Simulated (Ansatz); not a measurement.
GaAs₃N₄ on the sites of MgZn3S4 (No. 6): a relaxation of cell and atoms in Ansatz (PBEsol). The starting cell was estimated from covalent radii.

```yaml
crystal:
  lattice:
    - [5.70431809, 0.0, 0.0]
    - [0.0, 3.48322676, 0.0]
    - [-0.00476349, 0.0, 6.04856481]
  atoms:
    - { symbol: Ga, position: [0.50036641, 0.0, 0.66653901] }
    - { symbol: As, position: [0.49957969, 0.5, 0.16671346] }
    - { symbol: As, position: [0.99926586, 0.5, 0.83652454] }
    - { symbol: As, position: [0.998685, 0.0, 0.32979588] }
    - { symbol: "N", position: [0.11304079, 0.0, 0.66541794] }
    - { symbol: "N", position: [0.12705943, 0.5, 0.16742999] }
    - { symbol: "N", position: [0.63032256, 0.5, 0.84347132] }
    - { symbol: "N", position: [0.62767926, 0.0, 0.32410885] }
kpoints:
  mp_grid: { grid: [4, 6, 4] }
hamiltonian:
  xc: pbesol
scf:
  occupations: { method: fermi_dirac, width: 0.03 }
relax:
  f_tol: 0.01
  cell: {}
  max_steps: 120
output:
  write_density: true
  write_potential: true
  elf: true
  volumetric_format: npy
```

Of the 42 recorded frames of the trajectory, 18 are shown, each with fractional positions and then forces in eV/Å along x, y and z. Some frames, the last among them, repeat a geometry solved again on a basis re-selected at its cell; pressure is positive in compression.

Step 1: energy 0.0 meV/atom from step 1, largest force component 1.084 eV/Å, pressure -5.39 GPa; a = 5.704 Å, b = 3.483 Å, c = 6.049 Å, α = 90.00°, β = 90.05°, γ = 90.00°
```
Ga 0.5004 0.0000 0.6665    -0.188   0.000   0.008
As 0.4996 0.5000 0.1667    -0.171   0.000   0.065
As 0.9993 0.5000 0.8365     0.141   0.000  -0.411
As 0.9987 0.0000 0.3298     0.262   0.000   0.276
N  0.1130 0.0000 0.6654     1.084   0.000   0.092
N  0.1271 0.5000 0.1674    -0.402   0.000   0.056
N  0.6303 0.5000 0.8435    -0.502   0.000  -1.039
N  0.6277 0.0000 0.3241    -0.225   0.000   0.954
```

Step 2: energy -54.6 meV/atom from step 1, largest force component 0.843 eV/Å, pressure -1.63 GPa; a = 5.563 Å, b = 3.484 Å, c = 5.934 Å, α = 90.00°, β = 91.02°, γ = 90.00°
```
Ga 0.5054 0.0000 0.6676    -0.295   0.000  -0.119
As 0.4948 0.5000 0.1654    -0.301   0.000   0.177
As 0.0023 0.5000 0.8260     0.229   0.000  -0.137
As 0.0002 0.0000 0.3367     0.140   0.000   0.166
N  0.1318 0.0000 0.6697     0.822   0.000   0.031
N  0.1149 0.5000 0.1686    -0.244   0.000  -0.078
N  0.6250 0.5000 0.8335    -0.173   0.000  -0.843
N  0.6216 0.0000 0.3326    -0.178   0.000   0.804
```

Step 3: energy -65.8 meV/atom from step 1, largest force component 1.879 eV/Å, pressure +3.31 GPa; a = 5.354 Å, b = 3.504 Å, c = 5.869 Å, α = 90.00°, β = 93.18°, γ = 90.00°
```
Ga 0.5081 0.0000 0.6660     1.422   0.000   0.565
As 0.4834 0.5000 0.1637    -0.177   0.000   0.218
As 0.0185 0.5000 0.8100    -0.304   0.000   0.227
As 0.9987 0.0000 0.3475    -0.308   0.000  -0.014
N  0.1659 0.0000 0.6719    -1.879   0.000   0.207
N  0.0920 0.5000 0.1693     0.248   0.000  -0.156
N  0.6242 0.5000 0.8170     0.718   0.000  -0.258
N  0.6053 0.0000 0.3546     0.281   0.000  -0.790
```

Step 4: energy -86.8 meV/atom from step 1, largest force component 0.576 eV/Å, pressure -0.38 GPa; a = 5.444 Å, b = 3.488 Å, c = 5.938 Å, α = 90.00°, β = 93.28°, γ = 90.00°
```
Ga 0.5138 0.0000 0.6678    -0.130   0.000  -0.006
As 0.4833 0.5000 0.1616    -0.224   0.000   0.285
As 0.0140 0.5000 0.8185    -0.063   0.000  -0.012
As 0.9967 0.0000 0.3451    -0.098   0.000   0.130
N  0.1500 0.0000 0.6740     0.023   0.000  -0.007
N  0.0974 0.5000 0.1692     0.065   0.000  -0.011
N  0.6301 0.5000 0.8183     0.576   0.000  -0.448
N  0.6106 0.0000 0.3454    -0.149   0.000   0.071
```

Step 5: energy -110.1 meV/atom from step 1, largest force component 0.973 eV/Å, pressure -1.05 GPa; a = 5.375 Å, b = 3.463 Å, c = 6.046 Å, α = 90.00°, β = 94.91°, γ = 90.00°
```
Ga 0.5200 0.0000 0.6662    -0.199   0.000   0.019
As 0.4781 0.5000 0.1576    -0.471   0.000   0.525
As 0.0235 0.5000 0.8220    -0.203   0.000   0.099
As 0.9895 0.0000 0.3499     0.132   0.000  -0.014
N  0.1492 0.0000 0.6752    -0.139   0.000  -0.037
N  0.0910 0.5000 0.1718     0.208   0.000   0.101
N  0.6441 0.5000 0.8110     0.972   0.000  -0.741
N  0.6006 0.0000 0.3463    -0.302   0.000   0.048
```

Step 6: energy -171.5 meV/atom from step 1, largest force component 0.957 eV/Å, pressure -1.85 GPa; a = 5.223 Å, b = 3.423 Å, c = 6.268 Å, α = 90.00°, β = 96.67°, γ = 90.00°
```
Ga 0.5266 0.0000 0.6615    -0.252   0.000   0.158
As 0.4715 0.5000 0.1600    -0.622   0.000   0.624
As 0.0375 0.5000 0.8313    -0.388   0.000  -0.170
As 0.9859 0.0000 0.3537     0.291   0.000  -0.024
N  0.1405 0.0000 0.6753    -0.024   0.000  -0.264
N  0.0838 0.5000 0.1756     0.395   0.000   0.317
N  0.6629 0.5000 0.7948     0.957   0.000  -0.848
N  0.5872 0.0000 0.3479    -0.357   0.000   0.206
```

Question: How does the relaxation go on, and where does it end?

Answer: The middle of the trajectory is left out here.
Step 7: energy -244.5 meV/atom from step 1, largest force component 0.541 eV/Å, pressure -1.59 GPa; a = 5.054 Å, b = 3.376 Å, c = 6.557 Å, α = 90.00°, β = 97.90°, γ = 90.00°
```
Ga 0.5315 0.0000 0.6572    -0.211   0.000   0.372
As 0.4643 0.5000 0.1772    -0.348   0.000   0.207
As 0.0479 0.5000 0.8324    -0.361   0.000  -0.507
As 0.9881 0.0000 0.3559     0.215   0.000  -0.018
N  0.1304 0.0000 0.6692     0.382   0.000  -0.230
N  0.0778 0.5000 0.1782     0.245   0.000   0.541
N  0.6781 0.5000 0.7733     0.325   0.000  -0.530
N  0.5779 0.0000 0.3565    -0.248   0.000   0.165
```

Step 8: energy -285.4 meV/atom from step 1, largest force component 1.062 eV/Å, pressure +3.27 GPa; a = 4.864 Å, b = 3.312 Å, c = 6.853 Å, α = 90.00°, β = 98.17°, γ = 90.00°
```
Ga 0.5357 0.0000 0.6569    -0.576   0.000  -0.147
As 0.4585 0.5000 0.1894    -0.135   0.000  -0.146
As 0.0493 0.5000 0.8204     1.062   0.000  -0.024
As 0.9936 0.0000 0.3602     0.175   0.000  -0.293
N  0.1260 0.0000 0.6583     0.455   0.000   0.173
N  0.0781 0.5000 0.1920    -0.166   0.000   0.573
N  0.6853 0.5000 0.7536    -0.769   0.000  -0.032
N  0.5696 0.0000 0.3693    -0.045   0.000  -0.104
```

Step 9: energy -311.0 meV/atom from step 1, largest force component 0.694 eV/Å, pressure +0.27 GPa; a = 4.907 Å, b = 3.279 Å, c = 7.134 Å, α = 90.00°, β = 97.09°, γ = 90.00°
```
Ga 0.5343 0.0000 0.6492    -0.171   0.000  -0.282
As 0.4468 0.5000 0.1945     0.156   0.000  -0.021
As 0.0556 0.5000 0.8104    -0.350   0.000  -0.062
As 0.9980 0.0000 0.3658    -0.066   0.000  -0.546
N  0.1324 0.0000 0.6538     0.367   0.000   0.694
N  0.0768 0.5000 0.2159    -0.040   0.000   0.266
N  0.6846 0.5000 0.7420     0.330   0.000   0.140
N  0.5675 0.0000 0.3684    -0.227   0.000  -0.190
```

Step 34: energy -473.4 meV/atom from step 1, largest force component 0.015 eV/Å, pressure +0.11 GPa; a = 5.574 Å, b = 2.995 Å, c = 7.426 Å, α = 90.00°, β = 91.36°, γ = 90.00°
```
Ga 0.5391 0.0000 0.6118     0.002   0.000   0.010
As 0.4289 0.5000 0.2053     0.002   0.000  -0.002
As 0.0245 0.5000 0.7898     0.012   0.000  -0.005
As 0.9830 0.0000 0.4085    -0.002   0.000  -0.002
N  0.1794 0.0000 0.6565     0.005   0.000   0.005
N  0.1091 0.5000 0.2890     0.001   0.000   0.015
N  0.7144 0.5000 0.6949    -0.012   0.000  -0.015
N  0.5176 0.0000 0.3443    -0.008   0.000  -0.005
```

Step 35: energy -473.2 meV/atom from step 1, largest force component 0.030 eV/Å, pressure +0.04 GPa; a = 5.577 Å, b = 2.995 Å, c = 7.490 Å, α = 90.00°, β = 91.52°, γ = 90.00°
```
Ga 0.5395 0.0000 0.6111     0.005   0.000   0.000
As 0.4279 0.5000 0.2080    -0.007   0.000  -0.003
As 0.0259 0.5000 0.7871     0.001   0.000   0.030
As 0.9826 0.0000 0.4090     0.013   0.000  -0.017
N  0.1802 0.0000 0.6551    -0.010   0.000  -0.010
N  0.1081 0.5000 0.2904    -0.002   0.000   0.015
N  0.7153 0.5000 0.6932    -0.003   0.000  -0.007
N  0.5164 0.0000 0.3461     0.002   0.000  -0.008
```

Step 36: energy -473.2 meV/atom from step 1, largest force component 0.027 eV/Å, pressure +0.02 GPa; a = 5.580 Å, b = 2.994 Å, c = 7.492 Å, α = 90.00°, β = 91.54°, γ = 90.00°
```
Ga 0.5397 0.0000 0.6110    -0.007   0.000  -0.006
As 0.4278 0.5000 0.2081     0.000   0.000   0.003
As 0.0257 0.5000 0.7870     0.000   0.000   0.025
As 0.9828 0.0000 0.4090     0.003   0.000  -0.013
N  0.1796 0.0000 0.6549     0.027   0.000  -0.004
N  0.1085 0.5000 0.2907    -0.003   0.000   0.008
N  0.7153 0.5000 0.6932    -0.014   0.000  -0.008
N  0.5166 0.0000 0.3460    -0.007   0.000  -0.005
```

Step 37: energy -473.1 meV/atom from step 1, largest force component 0.012 eV/Å, pressure -0.01 GPa; a = 5.577 Å, b = 2.995 Å, c = 7.504 Å, α = 90.00°, β = 91.57°, γ = 90.00°
```
Ga 0.5397 0.0000 0.6108     0.000   0.000   0.003
As 0.4276 0.5000 0.2084    -0.002   0.000   0.001
As 0.0260 0.5000 0.7869     0.000   0.000  -0.012
As 0.9827 0.0000 0.4091    -0.001   0.000  -0.001
N  0.1801 0.0000 0.6549     0.004   0.000   0.006
N  0.1082 0.5000 0.2909     0.001   0.000   0.006
N  0.7155 0.5000 0.6928    -0.003   0.000  -0.001
N  0.5163 0.0000 0.3462     0.002   0.000  -0.001
```

Step 38: energy -473.1 meV/atom from step 1, largest force component 0.007 eV/Å, pressure 0.00 GPa; a = 5.577 Å, b = 2.995 Å, c = 7.504 Å, α = 90.00°, β = 91.58°, γ = 90.00°
```
Ga 0.5396 0.0000 0.6107     0.000   0.000   0.002
As 0.4275 0.5000 0.2085    -0.002   0.000  -0.003
As 0.0260 0.5000 0.7868    -0.001   0.000  -0.007
As 0.9826 0.0000 0.4091    -0.001   0.000   0.004
N  0.1801 0.0000 0.6549     0.002   0.000   0.004
N  0.1082 0.5000 0.2911     0.004   0.000   0.000
N  0.7154 0.5000 0.6927     0.002   0.000   0.001
N  0.5165 0.0000 0.3461    -0.003   0.000  -0.002
```

Step 39: energy -474.1 meV/atom from step 1, largest force component 0.008 eV/Å, pressure +0.03 GPa; a = 5.577 Å, b = 2.995 Å, c = 7.504 Å, α = 90.00°, β = 91.58°, γ = 90.00°
```
Ga 0.5396 0.0000 0.6107     0.000   0.000   0.003
As 0.4275 0.5000 0.2085    -0.002   0.000  -0.002
As 0.0260 0.5000 0.7868    -0.001   0.000  -0.008
As 0.9826 0.0000 0.4091    -0.001   0.000   0.004
N  0.1801 0.0000 0.6549     0.002   0.000   0.005
N  0.1082 0.5000 0.2911     0.003   0.000   0.000
N  0.7154 0.5000 0.6927     0.002   0.000   0.001
N  0.5165 0.0000 0.3461    -0.002   0.000  -0.003
```

Step 40: energy -473.9 meV/atom from step 1, largest force component 0.005 eV/Å, pressure +0.03 GPa; a = 5.576 Å, b = 2.995 Å, c = 7.550 Å, α = 90.00°, β = 91.74°, γ = 90.00°
```
Ga 0.5400 0.0000 0.6102     0.000   0.000   0.000
As 0.4267 0.5000 0.2102    -0.003   0.000  -0.005
As 0.0270 0.5000 0.7851     0.001   0.000   0.004
As 0.9823 0.0000 0.4095    -0.001   0.000   0.002
N  0.1807 0.0000 0.6541     0.000   0.000  -0.002
N  0.1074 0.5000 0.2921     0.001   0.000   0.000
N  0.7161 0.5000 0.6915     0.001   0.000   0.003
N  0.5157 0.0000 0.3472     0.002   0.000  -0.001
```

Step 41: energy -473.9 meV/atom from step 1, largest force component 0.002 eV/Å, pressure -0.01 GPa; a = 5.577 Å, b = 2.995 Å, c = 7.562 Å, α = 90.00°, β = 91.80°, γ = 90.00°
```
Ga 0.5402 0.0000 0.6100     0.000   0.000  -0.002
As 0.4262 0.5000 0.2106    -0.001   0.000   0.000
As 0.0275 0.5000 0.7847     0.000   0.000   0.000
As 0.9822 0.0000 0.4097    -0.001   0.000   0.002
N  0.1808 0.0000 0.6539     0.001   0.000  -0.001
N  0.1072 0.5000 0.2924     0.000   0.000  -0.001
N  0.7164 0.5000 0.6913     0.000   0.000   0.002
N  0.5155 0.0000 0.3474     0.001   0.000   0.000
```

Step 42: energy -474.2 meV/atom from step 1, largest force component 0.002 eV/Å, pressure 0.00 GPa; a = 5.577 Å, b = 2.995 Å, c = 7.562 Å, α = 90.00°, β = 91.80°, γ = 90.00°
```
Ga 0.5402 0.0000 0.6100    -0.001   0.000  -0.002
As 0.4262 0.5000 0.2106    -0.001   0.000   0.000
As 0.0275 0.5000 0.7847     0.000   0.000   0.000
As 0.9822 0.0000 0.4097    -0.001   0.000   0.002
N  0.1808 0.0000 0.6539     0.001   0.000  -0.001
N  0.1072 0.5000 0.2924     0.000   0.000  -0.001
N  0.7164 0.5000 0.6913     0.000   0.000   0.002
N  0.5155 0.0000 0.3474     0.001   0.000   0.000
```

In 38 steps the volume changed by +5.0 %; between the first SCF and the last, each on a basis chosen for its cell, the energy fell by 474 meV an atom. Final cell: the symmetry is Pm (No. 6, monoclinic); conventional cell a = 5.577 Å, b = 2.995 Å, c = 7.562 Å, β = 91.8°, 15.78 Å³ an atom. Ga has 4 N at 1.88–2.04 Å; As has 3 N at 1.88–1.90 Å; As has 3 N at 1.85–2.00 Å; As has 3 N at 1.88–2.12 Å; N has 3 As at 2.00–2.12 Å and 1 Ga at 2.04 Å; N has 3 As at 1.88–1.90 Å; N has 1 As at 1.85 Å and 2 Ga at 1.88 Å; N has 2 As at 1.88 Å and 1 Ga at 1.99 Å.

Run as `ansatz run input.yaml --threads 4 --pin off --max-ram 4608MiB --backend cpu --events-out ev --progress --plain --runs-dir out`. It took 5.2 min on 4 threads of Arm Neoverse V1, on a shared host; peak host memory 0.6 GiB.

Note: simulated data, non-magnetic, for a generated structure that need not be the stable one.
